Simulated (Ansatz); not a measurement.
## KCaInWO$_{6}$: zone-centre modes

Theory: DFT PBEsol, scalar-relativistic, plane waves, PAW (Ansatz 0.2.0). Cutoff 420 eV, Γ-centred 6×6×6 k-points, Gaussian smearing of 0.05 eV. Spin–orbit coupling is left out, which can shift energies with elements as heavy as these. No spin polarisation.

Zero of the scan (relaxed at this level; it needn't be the usual structure):

```
K Ca In W O
1.0
     0.00000    4.02351    4.02351
     4.02351    0.00000    4.02351
     4.02351    4.02351    0.00000
K Ca In W O
1 1 1 1 6
Direct
  0.75000 0.75000 0.75000
  0.25000 0.25000 0.25000
  0.00000 0.00000 0.00000
  0.50000 0.50000 0.50000
  0.73707 0.26293 0.26293
  0.26293 0.73707 0.73707
  0.73707 0.73707 0.26293
  0.26293 0.26293 0.73707
  0.26293 0.73707 0.26293
  0.73707 0.26293 0.73707
```

Harmonic modes by finite displacements of 0.02 Å, without the LO–TO term.

(1) At this geometry, is the structure stable against these modes?

(2) List the wavenumbers in cm⁻¹.

Results:

(1) No: 6 modes are unstable, the strongest at 188i cm⁻¹.

(2) 188i, 188i, 188i, 120i, 120i, 120i, 0, 0, 0, 161, 161, 161, 207, 207, 207, 214, 214, 214, 276, 276, 276, 400, 400, 400, 627, 627, 657, 657, 657, 900.

Cost: 1 run of about 1.6 core-minutes, on Intel Xeon 6975P-C (Granite Rapids) (shared hosts).